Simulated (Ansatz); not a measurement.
SnSe2 (CdI2 type)

```yaml
crystal:
  lattice:
    - [3.84028, 0.00000, 0.00000]
    - [-1.92014, 3.32578, 0.00000]
    - [0.00000, 0.00000, 6.00569]
  atoms:
    - { symbol: Sn, position: [0.00000, 0.00000, 0.00000] }
    - { symbol: Se, position: [0.33333, 0.66667, 0.26533] }
    - { symbol: Se, position: [0.66667, 0.33333, 0.73467] }
```

The volume is varied about the relaxed value V₀ at fixed cell shape. The atoms relax within the cell's symmetry.

Level of theory: PBE-D3(BJ) (plane waves to 420 eV, PAW, scalar-relativistic; Ansatz, a first-principles code). k mesh 10×10×6 (Γ-centred), Fermi-Dirac smearing 0.05 eV. The energy includes the smearing's −TS. With the shape held, the modulus is that of even scaling; a crystal free to change shape is softer. SnSe2 was relaxed with its symmetry unable to fall. The zero of ΔE is the relaxed starting cell. The last digit holds for this mesh only.

| V (Å³/atom) | ΔE (meV/atom) |
|---|---|
| 23.011 | 40.0 |
| 23.438 | 26.8 |
| 23.863 | 16.5 |
| 24.290 | 9.0 |
| 24.716 | 3.8 |
| 25.142 | 0.9 |
| 25.568 | 0.0 |
| 25.994 | 0.9 |
| 26.420 | 3.4 |
| 26.847 | 7.3 |
| 27.273 | 12.6 |
| 27.699 | 19.1 |
| 28.125 | 26.7 |

### Question
What bulk modulus at fixed cell shape B₀ follows from a third-order Birch-Murnaghan fit?

### Answer
40.5 GPa.

### Question
What is the fitted pressure derivative B₀′?

### Answer
5.1.

(A scan under strain: stresses follow from slopes of the energy per volume, elastic moduli from its curvatures.)
